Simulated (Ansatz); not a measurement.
An Ansatz (an electronic-structure program) input:

Ansatz 0.2 input:
```yaml
crystal:
  lattice:
    - [3.1448809182, 1.8156978447, 2.6441337258]
    - [-3.1448809182, 1.8156978447, 2.6441337258]
    - [0.0, -3.6313956893, 2.6441337258]
  atoms:
    - { symbol: Tl, position: [0.005683338, 0.005683338, 0.005683338] }
    - { symbol: I, position: [0.5022374198, 0.5022374198, 0.5022374198] }
    - { symbol: O, position: [0.9049071838, 0.4624210293, 0.4624210293] }
    - { symbol: O, position: [0.4624210293, 0.9049071838, 0.4624210293] }
    - { symbol: O, position: [0.4624210293, 0.4624210293, 0.9049071838] }
kpoints:
  mp_grid: { grid: [4, 4, 4] }
hamiltonian:
  xc: hse06
  pseudopotentials: { kind: paw }
scf:
  n_extra_bands: 6
  occupations: { method: fixed }
output:
  eigenvalues: true
  eigenstates:
    e_range: [-9.0, 12.6]
    kpoints:
      - [0.5, 0.5, 0.5]  # VBM
      - [0.5, 0.5, 0.5]  # CBM
```

Q: How many symmetry operations and irreducible k-points will the run report?

A: 6 operations, 13 of 64 k-points.

Q: With a cutoff of 420 eV, how many plane waves at Γ?

A: 1779.

It took about 90 core-seconds (a rough figure) on shared server cores.

The points marked VBM and CBM come from a semilocal run.

Space group R3m. The first step of the workflow began from a Materials Project structure, measured or hypothetical; the Crystallography Open Database copy checked does not list it. Its standing as an ambient phase is unchecked. The cell was relaxed with r²SCAN+D4 under the symmetry of its start; its stability against distortions is not shown here. Spin–orbit coupling is left out wherever it is not named.

Potentials: the later of the program's two PAW sets.

Ansatz is a plane-wave DFT program.
